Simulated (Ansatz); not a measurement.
Values for one crystal, relaxed and computed with plane-wave PAW r²SCAN (Ansatz code); other levels are named.

| Quantity | Result |
|---|---|
| Volume per atom | 12.68 Å³ |
| Electronic character | metallic (no gap) |
| Density of states at the Fermi level | 0.33 states/eV per atom (mean over ±0.08 eV) |
| Gap with spin–orbit coupling | none (metallic) |
| Formation energy from the elements (no fitted shifts) | -0.67 eV/atom |
| Bulk modulus (Birch–Murnaghan fit) | 190 GPa |
| Pressure derivative B′ | 4.3 |

Pick the material that matches.
A. Nb2AlB2, P-6m2 (Nb on 2h, Al on 1a, B on 1b, B on 1f)
B. AlCo3B, anti-perovskite
C. GeB2W2, P-6m2 (W on 2h, Ge on 1a, B on 1b, B on 1f)
D. Ti2AlC, P6_3/mmc (Ti on 4f, Al on 2d, C on 2a)

A, Nb2AlB2, P-6m2 (Nb on 2h, Al on 1a, B on 1b, B on 1f)

The start of the workflow was typed in or built on a structure type; neither database checked (COD, Materials Project) lists it. Whether it is the stable phase at ambient conditions was not checked. The cell was relaxed with r²SCAN under the symmetry of its start; its stability against distortions is not shown here. The run is not spin-polarised. The references are the lowest solids computed at this level, not always the standard phases. Spin–orbit coupling is left out wherever it is not named.

Potentials: the earlier of the program's two PAW sets. The files were generated under PBE; for other functionals the program regenerates the frozen cores, and for LDA and PBEsol the local potential too.
